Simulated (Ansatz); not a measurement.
Given:

PtW:
```xyz
2
Lattice="0.0000 2.6008 2.6008 2.6008 0.0000 2.6008 2.6008 2.6008 0.0000" Properties=species:S:1:pos:R:3 pbc="T T T"
Pt     0.0000     0.0000     0.0000
W      2.6008     2.6008     2.6008
```

This is the PBEsol-relaxed structure.

All from plane-wave PAW PBEsol (Ansatz code), unless another level is named. Predict the bulk modulus (Birch–Murnaghan fit).

243 GPa.

Next, the elastic constants (relaxed ions, GPa)?

C11 = 337, C12 = 196, C44 = 3.7.

Next, the highest zone-centre frequency?

97 cm^-1.

Space group Fm-3m (rock salt). The start of the workflow was typed in or built on a structure type; neither database checked (COD, Materials Project) lists it. Its standing as an ambient phase is unchecked. The PBEsol relaxation kept the symmetry of its start; whether a distortion lowers the energy is not shown. No spin polarisation was allowed. Its formation energy is positive at this level, so the cell may be metastable or incomplete. As this level gives no gap, shear constants depend on the k-mesh and smearing (Fermi–Dirac, 0.1 eV here). As this level gives no gap, phonon frequencies hold no LO–TO term and depend on the k-mesh and smearing (Fermi–Dirac, 0.1 eV here). Scalar-relativistic: spin–orbit coupling is off unless named, which matters more the heavier the elements.

Potentials: the earlier of the program's two PAW sets. The files were generated under PBE; for other functionals the program regenerates the frozen cores, and for LDA and PBEsol the local potential too.
